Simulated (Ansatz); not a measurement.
Input deck for Ansatz 0.2.0, then the block of the output on the nuclei.

The cell is a computed structure from the Materials Project (it need not be an observed phase).

```yaml
crystal:
  lattice:
    - [5.5411812403, -2.944284333, 0.0]
    - [5.5411812403, 2.944284333, 0.0]
    - [-1.0847049304, 0.0, 15.0114118745]
  atoms:
    - { symbol: Ba, position: [0.3068735, 0.3068735, 0.377649] }
    - { symbol: Ba, position: [0.3156455, 0.3156455, 0.796246] }
    - { symbol: Ba, position: [0.6568875, 0.6568875, 0.641683] }
    - { symbol: Ba, position: [0.652625, 0.652625, 0.926417] }
    - { symbol: Ba, position: [0.3572575, 0.3572575, 0.058173] }
    - { symbol: Ba, position: [0.713124, 0.713124, 0.197919] }
    - { symbol: Li, position: [0.499613, 0.499613, 0.272318] }
    - { symbol: Nb, position: [0.003124, 0.003124, 0.814586] }
    - { symbol: Nb, position: [0.008189, 0.008189, 0.185168] }
    - { symbol: Ir, position: [0.005709, 0.005709, 0.004584] }
    - { symbol: Cl, position: [0.640134, 0.640134, 0.409812] }
    - { symbol: Cl, position: [0.3047615, 0.3047615, 0.582968] }
    - { symbol: O, position: [0.703626, 0.175157, 0.911462] }
    - { symbol: O, position: [0.850048, 0.334256, 0.763485] }
    - { symbol: O, position: [0.682283, 0.156705, 0.25019] }
    - { symbol: O, position: [0.334256, 0.850048, 0.763485] }
    - { symbol: O, position: [0.8520635, 0.8520635, 0.745852] }
    - { symbol: O, position: [0.314417, 0.8203, 0.096451] }
    - { symbol: O, position: [0.1599015, 0.1599015, 0.251588] }
    - { symbol: O, position: [0.8203, 0.314417, 0.096451] }
    - { symbol: O, position: [0.8521915, 0.8521915, 0.077098] }
    - { symbol: O, position: [0.175157, 0.703626, 0.911462] }
    - { symbol: O, position: [0.156705, 0.682283, 0.25019] }
    - { symbol: O, position: [0.1562855, 0.1562855, 0.927264] }
kpoints:
  mp_grid: { grid: [5, 5, 2] }
scf:
  occupations: { method: fermi_dirac, width: 0.02 }
hamiltonian:
  xc: r2scan
  pseudopotentials: { kind: paw }
output:
  forces: true
  stress: true
  populations: true
  efg:
    quadrupole_moments_barn:
      Ba: 0.236
      Li: -0.0401
      Nb: -0.32
      Ir: 0.751
      Cl: -0.08112
      O: -0.02558
    contact_densities: true
  write_density: true
  write_potential: true
  elf: true
  volumetric_format: npy
```

```sh
ansatz run input.yaml --threads 2 --pin off --max-ram 5120MiB --backend cpu --events-out ev --progress --plain --runs-dir out
```

Of the output, the block on the nuclei alone is shown; the set-up, the SCF iterations, energies, forces and stress are cut. One atom of each set with nearly equal values is shown.

```
--- PAW observables at the nuclei: V_zz in 10²¹ V/m², potentials from the cell's mean, atoms counted from 1 ---
  atom   1  Ba V_zz =   -20.133377   η = 0.1497   by run symmetry: allowed   C_q = -114.8902 MHz
            electrostatic potential = -9620.657790 V   contact ρ = 2064265.959802 e/Å³
  atom   2  Ba V_zz =    -6.583146   η = 0.7865   by run symmetry: allowed   C_q = -37.5664 MHz
            electrostatic potential = -9621.994178 V   contact ρ = 2064265.541246 e/Å³
  atom   3  Ba V_zz =   -10.784304   η = 0.1505   by run symmetry: allowed   C_q = -61.5401 MHz
            electrostatic potential = -9621.273758 V   contact ρ = 2064269.845591 e/Å³
  atom   4  Ba V_zz =    +8.826805   η = 0.5096   by run symmetry: allowed   C_q = +50.3698 MHz
            electrostatic potential = -9621.860614 V   contact ρ = 2064262.923366 e/Å³
  atom   5  Ba V_zz =    +9.856826   η = 0.1125   by run symmetry: allowed   C_q = +56.2475 MHz
            electrostatic potential = -9621.846937 V   contact ρ = 2064263.884745 e/Å³
  atom   6  Ba V_zz =   +13.560633   η = 0.9047   by run symmetry: allowed   C_q = +77.3831 MHz
            electrostatic potential = -9622.107427 V   contact ρ = 2064271.304473 e/Å³
  atom   7  Li V_zz =    +0.639684   η = 0.7954   by run symmetry: allowed   C_q = -0.6202 MHz
            electrostatic potential = -171.396282 V   contact ρ = 94.310316 e/Å³
  atom   8  Nb V_zz =    +6.243526   η = 0.4997   by run symmetry: allowed   C_q = -48.3097 MHz
            electrostatic potential = -6132.069938 V   contact ρ = 540542.174146 e/Å³
  atom   9  Nb V_zz =    -3.306116   η = 0.8121   by run symmetry: allowed   C_q = +25.5813 MHz
            electrostatic potential = -6131.794585 V   contact ρ = 540540.765615 e/Å³
  atom  10  Ir V_zz =   +10.439252   η = 0.1514   by run symmetry: allowed   C_q = +189.5674 MHz
            electrostatic potential = -15777.144018 V   contact ρ = 11160972.706376 e/Å³
  atom  11  Cl V_zz =    -1.736486   η = 0.4900   by run symmetry: allowed   C_q = +3.4061 MHz
            electrostatic potential = -1776.704091 V   contact ρ = 24059.584834 e/Å³
  atom  12  Cl V_zz =    +0.489553   η = 0.7461   by run symmetry: allowed   C_q = -0.9602 MHz
            electrostatic potential = -1777.087247 V   contact ρ = 24059.675220 e/Å³
  atom  13  O  V_zz =    +7.545843   η = 0.5263   by run symmetry: allowed   C_q = -4.6673 MHz
            electrostatic potential = -624.121771 V   contact ρ = 2152.517778 e/Å³
  atom  14  O  V_zz =    -1.454079   η = 0.3628   by run symmetry: allowed   C_q = +0.8994 MHz
            electrostatic potential = -624.272431 V   contact ρ = 2153.072869 e/Å³
  atom  15  O  V_zz =    -1.909826   η = 0.8941   by run symmetry: allowed   C_q = +1.1813 MHz
            electrostatic potential = -624.248665 V   contact ρ = 2152.276636 e/Å³
  atom  17  O  V_zz =    +1.587404   η = 0.6559   by run symmetry: allowed   C_q = -0.9818 MHz
            electrostatic potential = -624.077323 V   contact ρ = 2153.289315 e/Å³
  atom  18  O  V_zz =    +7.542582   η = 0.5227   by run symmetry: allowed   C_q = -4.6653 MHz
            electrostatic potential = -624.009151 V   contact ρ = 2152.787965 e/Å³
  atom  19  O  V_zz =    +2.341523   η = 0.3392   by run symmetry: allowed   C_q = -1.4483 MHz
            electrostatic potential = -623.857109 V   contact ρ = 2153.326523 e/Å³
  atom  21  O  V_zz =    +6.828674   η = 0.4688   by run symmetry: allowed   C_q = -4.2237 MHz
            electrostatic potential = -624.045708 V   contact ρ = 2152.670435 e/Å³
  atom  24  O  V_zz =    +8.100265   η = 0.4647   by run symmetry: allowed   C_q = -5.0102 MHz
            electrostatic potential = -624.369193 V   contact ρ = 2152.548600 e/Å³
```

Hardware: 2 threads of Arm Neoverse V2 (aarch64; 28 cores open to the job, memory cap 5.0 GiB, no GPU), a shared host with a load of 0.8 a core. Wall time 4.4 min, CPU time 8.8 min, peak memory 2.5 GiB.

The largest force is 0.8 eV/Å, so the atoms aren't at the calculated equilibrium and relaxing them would move these values. Spin–orbit coupling is left out, which shifts gradients on Ir by a few per cent, and by more where contributions nearly cancel. With these PAW files V_zz is typically within 2 to 3 % of all-electron values, but misses above 10 % occur on Li.
